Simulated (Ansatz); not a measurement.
A comparison from first-principles data. A metal film that reacts with Si consumes substrate; on a shallow junction the depth consumed per thickness of contact matters as much as the driving force.

The reference row is NiSi2. 10 nm of metal is deposited and fully reacted. All products have no gap at this level.

Where the numbers come from (Ansatz, a plane-wave PAW program): volume per atom: r²SCAN, relaxed cell; metal volume, Si volume: r²SCAN, the element in its room-temperature structure; ΔH_f: r²SCAN, 0 K, against the elements in the same set-up, no fitted corrections.

Runs started from generated or typed cells of the structure named: NiSi2; NbSi2. Not checked to be the ambient phase: LaSi2 (I4₁/amd, tI12); CaSi (Cmcm, oS8); SrSi (Cmcm, oS8). No claim is made that these are known or stable phases: Hf5Si3 (P6₃/mcm, hP16); Ta2Si (I4/mcm, tI12); Hf2Si (I4/mcm, tI12). Run without spin polarisation: NiSi2. Spin–orbit coupling is left out unless named. No other phase of the formula is at hand at the same level beside Hf5Si3 (P6₃/mcm, hP16), Hf2Si (I4/mcm, tI12), Ta2Si (I4/mcm, tI12), LaSi2 (I4₁/amd, tI12), CaSi (Cmcm, oS8), SrSi (Cmcm, oS8). ΔH_f counts from the lowest computed solid of each element: Ca (Fm-3m), Hf (P6_3/mmc), La (P6_3/mmc), Nb (Im-3m), Ni (Fm-3m, ferromagnetic), Si (Fd-3m), Sr (P6_3/mmc), Ta (Im-3m).

Model: Si consumed = metal thickness × y × V(Si)/V(metal); product = metal thickness × (1 + y) × V/V(metal); ratio = consumed/product; volume change = product/(metal + consumed) − 1.

| crystal | Si atoms per metal atom | V (Å³/atom) | V of the metal (Å³/atom) | V of Si (Å³/atom) | ΔH_f (eV/atom) | Si consumed (nm) | product thickness (nm) | consumed per nm of product | volume change (%) |
|---|---|---|---|---|---|---|---|---|---|
| NiSi2 (Fm-3m), reference | 2.000 | 13.01 | 10.52 | 20.17 | −0.351 | 38.35 | 37.10 | 1.03 | −23 |
| LaSi2 (I4₁/amd, tI12) | 2.000 | 21.85 | 37.24 | 20.17 | −0.706 | 10.83 | 17.60 | 0.62 | −16 |
| Hf5Si3 (P6₃/mcm, hP16) | 0.600 | 18.34 | 22.35 | 20.17 | −0.785 | 5.41 | 13.13 | 0.41 | −15 |
| Ta2Si (I4/mcm, tI12) | 0.500 | 16.01 | 18.05 | 20.17 | −0.611 | ___ | ___ | ___ | ___ |
| CaSi (Cmcm, oS8) | 1.000 | 23.71 | 43.12 | 20.17 | −0.609 | 4.68 | 11.00 | 0.43 | −25 |
| NbSi2 (P6₂22) | 2.000 | 14.56 | 18.00 | 20.17 | −0.536 | 22.41 | 24.27 | 0.92 | −25 |
| SrSi (Cmcm, oS8) | 1.000 | 27.68 | 56.72 | 20.17 | −0.551 | 3.56 | 9.76 | 0.36 | −28 |
| Hf2Si (I4/mcm, tI12) | 0.500 | 18.53 | 22.35 | 20.17 | −0.790 | ___ | ___ | ___ | ___ |

### Question
Some entries are withheld; supply them.

### Answer

- Ta2Si (I4/mcm, tI12): Si consumed: 10 × 0.500 × 20.17/18.05 = 5.59 nm; product thickness: 10 × (1 + 0.500) × 16.01/18.05 = 13.30 nm; Si consumed per nm of product: 5.59/13.30 = 0.42; volume change: 100 × (13.30/(10 + 5.59) − 1) = −15 %.
- Hf2Si (I4/mcm, tI12): Si consumed: 10 × 0.500 × 20.17/22.35 = 4.51 nm; product thickness: 10 × (1 + 0.500) × 18.53/22.35 = 12.44 nm; Si consumed per nm of product: 4.51/12.44 = 0.36; volume change: 100 × (12.44/(10 + 4.51) − 1) = −14 %.

Ranking by Si consumed per nm of product, lowest first: SrSi (Cmcm, oS8) (0.36 ± 0.011) ≈ Hf2Si (I4/mcm, tI12) (0.36 ± 0.011), Hf5Si3 (P6₃/mcm, hP16) (0.41 ± 0.013) ≈ Ta2Si (I4/mcm, tI12) (0.42 ± 0.013) ≈ CaSi (Cmcm, oS8) (0.43 ± 0.014), LaSi2 (I4₁/amd, tI12) (0.62 ± 0.020), NbSi2 (0.92 ± 0.029), NiSi2 (1.03 ± 0.033). The ± follows from allowances picked for this note (volume per atom 1 %, metal volume 1 %, 3 % for the model), carried to first order and added in quadrature; ≈ joins neighbours closer than their two ± added in quadrature. 7 of the 7 others clearly beat the reference on this figure.

Which phase forms first is kinetic; barrier heights, resistivities and agglomeration are not treated. Phases over 50 meV/atom above the lowest one at hand were not drawn (by r²SCAN where it compared them, else by the largest value; a layered or molecular lowest phase counts only with a dispersion term); other phases could lie lower still. Values belong to the structures named, which need not be the stable ones; other polymorphs differ. Rows were sampled with a lean to familiar crystals, related or not, whatever their agreement with measurement; tables with many equal figures were not kept. Limits of the draw: ΔH_f under −0.03 eV/atom; for ΔH_f, runs without a dispersion term, no Mn, and elements whose lowest cell is their usual one. As a rule kept out of such tables: 4f compounds, open-shell compounds run without a Hubbard term, cells found unstable in the tests at hand, cells close to a higher symmetry, and runs set to a pressure or over 12 % in volume from the crystal's fullest run.
